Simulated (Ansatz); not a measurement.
Here is the system:

TaP:
```cif
data_PTa
_chemical_formula_sum 'Ta1 P1'
_space_group_name_H-M_alt 'P-6m2'
_space_group_IT_number 187
_space_group_name_Hall 'P -6 2'
_cell_length_a 3.26337
_cell_length_b 3.26337
_cell_length_c 3.29777
_cell_angle_alpha 90.000
_cell_angle_beta 90.000
_cell_angle_gamma 120.000
loop_
_atom_site_label
_atom_site_type_symbol
_atom_site_symmetry_multiplicity
_atom_site_Wyckoff_symbol
_atom_site_fract_x
_atom_site_fract_y
_atom_site_fract_z
_atom_site_occupancy
Ta1 Ta 1 e 0.66667 0.33333 0.00000 1
P1 P 1 b 0.00000 0.00000 0.50000 1
```

This is the LDA-relaxed structure.

All from LDA (plane waves, PAW; program Ansatz), unless another level is named. Predict the highest zone-centre frequency.

372 cm⁻¹.

Predict the Young's modulus.

344 GPa.

The first step of the workflow began from a Materials Project structure, measured or hypothetical; the Crystallography Open Database copy checked does not list it. COD files the formula under space group No. 141. Whether it is the stable phase at ambient conditions was not checked. The LDA relaxation kept the symmetry of its start; its stability against distortions is not shown here. The run is not spin-polarised. As this level gives no gap, phonon frequencies hold no LO–TO term and depend on the k-mesh and smearing (Fermi–Dirac, 0.1 eV here). Scalar-relativistic: spin–orbit coupling is off unless named, which matters more the heavier the elements.

Potentials: the earlier of the program's two PAW sets. The files were generated under PBE; for other functionals the program regenerates the frozen cores, and for LDA and PBEsol the local potential too.
